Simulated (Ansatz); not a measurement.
Structure: COD 9009654, as refined from experiment and not relaxed. The listed cell was then made from it by scaling, straining or moving an atom.

An input for Sb: DFT, PBEsol, all-electron LAPW, scalar-relativistic (Ansatz 0.2.0).

Command: `ansatz run input.yaml --threads 1 --pin off --max-ram 3072MiB --backend cpu --events-out ev --progress --plain --runs-dir out` The run took 2.4 min on 1 thread of Arm Neoverse V1, with other jobs on the host, peak memory 1.2 GiB.

```yaml
crystal:
  lattice:
    - [2.1007438352, 1.1827036773, 3.7100774999]
    - [-2.2004568288, 1.2257156839, 3.7530895065]
    - [-0.0126070064, -2.5207393611, 3.7688329936]
  atoms:
    - { symbol: Sb, position: [0.23364, 0.23364, 0.23364] }
    - { symbol: Sb, position: [0.76636, 0.76636, 0.76636] }
kpoints:
  mp_grid: { grid: [9, 9, 9] }
  band_path:
    path:
      - [0.0, 0.0, 0.0]
      - [0.0, 0.0, -0.5]
      - [0.5, 0.5, 0.5]
      - [0.0, 0.0, 0.0]
      - [0.0, -0.5, 0.0]
      - [0.5, 0.0, 0.0]
      - [0.0, 0.0, 0.0]
      - [0.5, 0.0, 0.5]
      - [0.0, -0.5, -0.5]
    npoints: 5
scf:
  occupations: { method: fermi_dirac, width: 0.05 }
hamiltonian:
  xc: pbesol
  pseudopotentials: { kind: all_electron, lapw: { basis_error: 0.0005 } }
output:
  forces: true
  stress: true
  eigenvalues: true
```

The results part of the log:

```
SCF 1 converged in 9 iterations: F = -352583.620848 eV  dr2 = 1.60e-8
NSCF: frozen V_eff on 41 k-points
SCF converged after 9 iterations
Free energy (F): -352583.620848 eV
Harris-Foulkes:  -352583.620848 eV  (|F-HF|=3.49e-9)
Internal energy: -352583.618868 eV  (E = F + TS)
E sigma→0 (E₀):  -352583.619858 eV
Entropy (-TS):   -0.001980 eV (-0.990 meV/atom)
Fermi energy:    12.672329 eV
--- Per-component energies (eV) ---
  E_band       = -1800.669977
  E_kinetic    = 371553.035296
  E_xc         = -9132.652888
  E_electrostatic = -715004.001275  (all electrons and nuclei)
  E_smearing   = -0.001980  (= −TS)
  E_closure    = 0.000000  (closes the sum)
  E_atoms      = -352574.528891  (free atoms, spherical and without spin; not in F)
  Σ components = -352583.620848   (vs F -352583.620848, Δ=0.00e0)
  Basis errors (estimates in eV, not in F): energy 2.0e-4 per atom: plane waves 1.8e-4 (1.0e-4 summed), levels above the bands 8.5e-47, relativity 3.0e-9, radial functions 2.1e-5, core shells 5.9e-9; eigenvalues (radial functions only) 2.2e-7; not estimated: angular momenta, meshes, grids; target (lapw.basis_error) 5.0e-4; muffin-tin radii Sb 1.439 Å
--- Forces (eV/Å), atoms counted from 1 ---
  atom   1  Sb     0.05422610     0.09481972     0.14680066
  atom   2  Sb    -0.05422610    -0.09481972    -0.14680066
  max |Σ_I F_I| component: 0.00e0 eV/Å
--- Stress (GPa, compression-positive) ---
       -0.030648       0.168118       0.588433
        0.168118       1.235005       1.228388
        0.588433       1.228388       0.145935
  P = ⅓ Tr σ = 0.4501 GPa (4.501 kbar)
--- Band table (eV; the first three rows and the last of 365) ---
  k-point 0: bands = ["-131.5938", "-131.5931", "-84.6278", "-84.6262", "-84.6235", "-84.6219", "-84.6106", "-84.6071", "-16.6876", "-16.6763", "-16.5919", "-16.5877", "-16.5668", "-16.4762", "-16.4709", "-16.4685", "-16.3977", "-16.3860", "-0.0886", "7.8948", "10.5931", "10.7625", "11.0800", "14.7800", "15.2714", "15.5605", "17.6877", "17.8627"]
  k-point 1: bands = ["-131.5938", "-131.5931", "-84.6278", "-84.6262", "-84.6235", "-84.6220", "-84.6104", "-84.6072", "-16.6803", "-16.6714", "-16.5885", "-16.5841", "-16.5640", "-16.4778", "-16.4741", "-16.4726", "-16.4029", "-16.3935", "0.0478", "7.2801", "10.6029", "10.9762", "11.1128", "14.6747", "14.9506", "15.2571", "17.2817", "17.6641"]
  k-point 2: bands = ["-131.5937", "-131.5932", "-84.6276", "-84.6261", "-84.6235", "-84.6224", "-84.6100", "-84.6075", "-16.6594", "-16.6578", "-16.5807", "-16.5730", "-16.5551", "-16.4855", "-16.4848", "-16.4800", "-16.4175", "-16.4138", "0.4543", "6.0016", "10.6583", "10.9022", "11.5304", "14.0609", "14.2854", "14.5074", "17.4041", "17.9860"]
  k-point 364: bands = ["-131.5936", "-131.5933", "-84.6276", "-84.6260", "-84.6233", "-84.6227", "-84.6096", "-84.6078", "-16.6301", "-16.5880", "-16.5669", "-16.5412", "-16.5323", "-16.5191", "-16.5166", "-16.4948", "-16.4676", "-16.4464", "2.3327", "3.2440", "9.5877", "10.4459", "11.5354", "13.2907", "13.4426", "14.1496", "19.6229", "20.5566"]
```
